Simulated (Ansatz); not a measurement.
PtW (Cmcm), relaxed with PBEsol (Ansatz, an electronic-structure program, plane waves, PAW): a = 2.6867 Å, b = 10.4884 Å, c = 4.3214 Å, α = 90.00°, β = 90.00°, γ = 90.00°.

| Quantity | Value |
|---|---|
| ΔH_f (eV/atom) | -0.20 |

Q: The same phase is relaxed and computed with PBE in the same code. What are the cell and these values now?

A: a = 2.715 Å, b = 10.622 Å, c = 4.358 Å, α = 90.00°, β = 90.00°, γ = 90.00°.

- ΔH_f (eV/atom): -0.17

Typed or built starts, not in the databases checked: PtW, Cmcm (W on 4c, Pt on 4c). All cells were relaxed under the symmetry of their starts (and spin orders); stability against distortions was not tested throughout. Rows with no word on spin ran without spin polarisation. Spin–orbit coupling is left out wherever it is not named.

Potentials: the later of the program's two PAW sets.

Ansatz is a plane-wave DFT program.

Formation energies count from the lowest solids of the elements computed at the same level, not from gases.
